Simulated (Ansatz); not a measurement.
Cell and atoms are relaxed with the symmetry kept. Start:

```yaml
crystal:
  lattice:
    - [3.18251, 0.00000, 0.00000]
    - [0.00000, 3.18251, 0.00000]
    - [0.00000, 0.00000, 3.18251]
  atoms:
    - { symbol: Zn, position: [0.50000, 0.50000, 0.50000] }
    - { symbol: Ag, position: [0.00000, 0.00000, 0.00000] }
```

These are results of DFT PBEsol, scalar-relativistic, plane waves, PAW in Ansatz, not measurements.

Settings: cutoff 420 eV, Γ-centred mesh 14×14×14 on the computed 2-atom cell, Gaussian smearing of 0.10 eV; no spin polarisation.

**Question.** What does it relax to?

**Answer.** The volume falls by 0.98 Å³/atom to 15.13 Å³/atom, and the energy falls by 20.2 meV/atom. Final structure:
```yaml
crystal:
  lattice:
    - [3.11648, 0.00000, 0.00000]
    - [0.00000, 3.11648, 0.00000]
    - [0.00000, 0.00000, 3.11648]
  atoms:
    - { symbol: Zn, position: [0.50000, 0.50000, 0.50000] }
    - { symbol: Ag, position: [0.00000, 0.00000, 0.00000] }
```